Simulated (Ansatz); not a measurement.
Ca(CdAs)2 (space group P-3m1)

```xyz
5
Lattice="4.4079 0.0000 0.0000 -2.2039 3.8173 0.0000 0.0000 0.0000 7.1973" Properties=species:S:1:pos:R:3 pbc="T T T"
Ca     0.0000     0.0000     0.0000
Cd     0.0000     2.5449     4.5612
Cd     2.2039     1.2724     2.6361
As     0.0000     2.5449     1.7096
As     2.2039     1.2724     5.4878
```

Grid over V/V₀ and (c/a)/(c/a)₀, subscript 0 meaning the relaxed cell; the conventional c axis lies along z; no internal relaxation.

All values below come from r2SCAN (plane waves to 500 eV, PAW, scalar-relativistic; Ansatz, a quantum-chemistry and plane-wave program). k mesh 9×9×5 (Γ-centred), Fermi-Dirac smearing 0.05 eV. Compression counts positive. As the atoms are clamped, bonds stretch with the cell, which overstates energies and stresses. Ca(CdAs)2 was relaxed with its symmetry unable to fall. 

| σzz − σxx (GPa) | V/V₀ = 0.920 | V/V₀ = 0.947 | V/V₀ = 0.973 | V/V₀ = 1.000 | V/V₀ = 1.027 | V/V₀ = 1.053 | V/V₀ = 1.080 |
|---|---|---|---|---|---|---|---|
| (c/a)/(c/a)₀ = 0.920 | ? | 7.7 | 7.2 | 6.7 | 6.3 | 5.9 | 5.5 |
| (c/a)/(c/a)₀ = 0.947 | 5.1 | 4.9 | 4.6 | 4.4 | 4.1 | 3.9 | 3.7 |
| (c/a)/(c/a)₀ = 0.973 | 2.2 | 2.2 | 2.2 | 2.1 | 2.1 | 2.0 | 2.0 |
| (c/a)/(c/a)₀ = 1.000 | -0.6 | -0.3 | -0.2 | 0.0 | 0.1 | 0.3 | 0.4 |
| (c/a)/(c/a)₀ = 1.027 | -3.1 | -2.7 | -2.3 | -2.0 | -1.7 | -1.4 | -1.2 |
| (c/a)/(c/a)₀ = 1.053 | -5.6 | -4.9 | -4.4 | -3.9 | -3.5 | -3.1 | -2.7 |
| (c/a)/(c/a)₀ = 1.080 | -7.9 | -7.1 | -6.4 | -5.7 | -5.2 | -4.6 | -4.2 |

Problem. Fill in the missing entries.

Solution. 
- (c/a)/(c/a)₀ = 0.920, V/V₀ = 0.920: 8.3

(A scan under strain: stresses follow from slopes of the energy per volume, elastic moduli from its curvatures.)
